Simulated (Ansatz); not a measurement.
NbC:
```
NbC
1.0
    0.00000     2.24254     2.24254
    2.24254     0.00000     2.24254
    2.24254     2.24254     0.00000
Nb C
1 1
Direct
  0.00000   0.00000   0.00000
  0.50000   0.50000   0.50000
```

Relaxed with PBE. Special points in fractions of this cell's reciprocal vectors: Γ (0.000, 0.000, 0.000); X (0.500, 0.000, 0.500); U (0.625, 0.250, 0.625); K (0.375, 0.375, 0.750); L (0.500, 0.500, 0.500); W (0.500, 0.250, 0.750).

Task: List the band energies nearest the Fermi level at these points for PBE (plane waves, PAW; program Ansatz).

Result: In eV from the Fermi level; about four levels below and three above (degenerate sets whole), none deeper than 8.9 eV; … stands for higher levels left out; points with the same levels are listed once.

```csv
k,below,above
Γ,-1.26 -1.26 -1.26 -0.18 -0.18 -0.18,…
X,-4.08 -3.81 -1.28 -1.28,1.99 3.21 3.21
U,-5.08 -4.16 -3.43 -0.27,2.48 3.40 5.53
L,-7.46 -5.04 -5.04,2.13 2.13 3.55
W,-4.56 -4.32 -4.32,1.55 1.55 3.22
```

Space group Fm-3m (rock salt). Symmetry was held in the PBE relaxation. The run is not spin-polarised. Scalar-relativistic: spin–orbit coupling is off unless named, which matters more the heavier the elements.

Potentials: the later of the program's two PAW sets.
